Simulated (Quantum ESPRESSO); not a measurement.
# Planted mistakes on one cell of TiGeAlO5F

Calculated results; nothing here was measured. They come from pw.x of Quantum ESPRESSO 7.5, a plane-wave density functional program, with PseudoDojo standard norm-conserving files (v0.5 for PBE, v0.4.1 for LDA and PBEsol). The cells are made up: elements, strain and atom displacements were drawn at random, and nothing was relaxed. There is no spin polarisation, spin-orbit coupling or dispersion term.

The cell has 10 sites of a corundum lattice. Sites 1 to 4 hold empty Ti Ge Al; sites 5 to 10 hold O F O O O O. Cell vectors in Å: (2.421, 1.398, 4.403); (-2.421, 1.398, 4.403); (0.000, -2.796, 4.403). Settings: PBE, cutoff 1143 eV, 6 x 6 x 6 k mesh shifted by half a step, Fermi-Dirac smearing of 0.025 eV.

The intended run has a self-consistency threshold of 1e-07 eV, a smearing term of 0.000 eV, a pressure of 4.55 GPa and 14 iterations. Each further run changes one thing: all lengths scaled by 1.0087; atoms of sites 6 and 7 exchanged; cutoff 729 eV; files of LDA; k mesh 2 x 2 x 2; one electron added; smearing 0.87 eV; threshold 0.8 eV. A coarse mesh keeps the shift, and a charged cell sits in a uniform background.

| run | change of free energy (eV) | smearing term -TS (eV) | change of P (GPa) | largest change of a force component (eV/Å) | iterations |
| --- | --- | --- | --- | --- | --- |
| A | 11.395 | -0.009 | 36.40 | 1.166 | 13 |
| B | 0.226 | 0.000 | -5.31 | 0.404 | 6 |
| C | -0.028 | 0.000 | -5.20 | 0.254 | 14 |
| D | 0.015 | 0.000 | 0.02 | 0.061 | 14 |
| E | -0.424 | 0.000 | -0.50 | 4.417 | 14 |
| F | 6.376 | 0.000 | -12.63 | 0.337 | 14 |
| G | -1.315 | -4.180 | 7.48 | 1.064 | 14 |
| H | 5.175 | 0.000 | -65.34 | 0.229 | 14 |

A rerun of the intended cell at 1437 eV and k mesh 8 x 8 x 8 moved values by no more than 0.003 eV in the cell's energy, 0.04 GPa in stress and 0.002 eV/Å in force.

Question: which change belongs to which run?

## Worked reading

Run B has the fewest iterations, as a run stopped early does. Run G has the largest smearing term, as wide smearing gives. Run H has a higher energy and the largest fall in pressure, as too small a basis gives. Run C changes the volume by a factor of 1.0263; minus its pressure change over the logarithm of that factor, 200 GPa, is a rough bulk modulus with clamped atoms. Energies from files of another functional, or of a charged cell, have another zero and say nothing on stability; the pressure of a charged cell rests on the program's zero of potential too.

## Key

| run | change |
| --- | --- |
| A | one electron added |
| B | threshold 0.8 eV |
| C | all lengths scaled by 1.0087 |
| D | k mesh 2 x 2 x 2 |
| E | atoms of sites 6 and 7 exchanged |
| F | files of LDA |
| G | smearing 0.87 eV |
| H | cutoff 729 eV |